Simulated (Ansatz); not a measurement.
Ga$_{2}$W:
```
Ga2W
1.0
    0.00000     4.20567     4.40713
    2.50757     0.00000     4.40713
    2.50757     4.20567     0.00000
Ga W
4 2
Direct
  0.08346   0.41654   0.08346
  0.41654   0.08346   0.41654
  0.16654   0.83346   0.16654
  0.83346   0.16654   0.83346
  0.75000   0.75000   0.75000
  0.50000   0.50000   0.50000
```

Relaxed with PBE. Special points in fractions of this cell's reciprocal vectors: Γ (0.000, 0.000, 0.000); Y (0.500, 0.000, 0.500); T (1.000, 0.500, 0.500); Z (0.500, 0.500, 0.000); Σ0 (0.000, 0.420, 0.420); U0 (1.000, 0.580, 0.580); C0 (0.500, 0.242, 0.742); A0 (0.500, 0.758, 0.258); L (0.500, 0.500, 0.500).

Question: List the band energies nearest the Fermi level at these points for PBE (plane waves, PAW; program Ansatz).

Answer: In eV from the Fermi level; about four levels below and three above (degenerate sets whole), none deeper than 8.9 eV; points with the same levels are listed once.

```csv
k,below,above
Γ,-1.79 -1.77 -0.83 -0.60,0.36 1.46 3.36
Y,-1.68 -1.68 -0.94 -0.94,1.14 1.14 3.89 3.89
T,-1.21 -1.21 -0.71 -0.71,0.79 0.79 2.64 2.64
Z,-1.62 -1.62 -0.48 -0.48,0.83 0.83 4.31 4.31
Σ0,-1.01 -0.81 -0.35 -0.33,0.66 0.71 2.59
C0,-1.52 -1.52 -0.59 -0.59,1.37 1.37 3.03 3.03
L,-1.33 -0.98 -0.58 -0.13,1.17 1.48 2.27
```

Space group Fddd. The start of the workflow was typed in or built on a structure type; neither database checked (COD, Materials Project) lists it. Its standing as an ambient phase is unchecked. The PBE relaxation kept the symmetry of its start; whether a distortion lowers the energy is not shown. No spin polarisation was allowed. Scalar-relativistic: spin–orbit coupling is off unless named, which matters more the heavier the elements.

Potentials: the later of the program's two PAW sets.
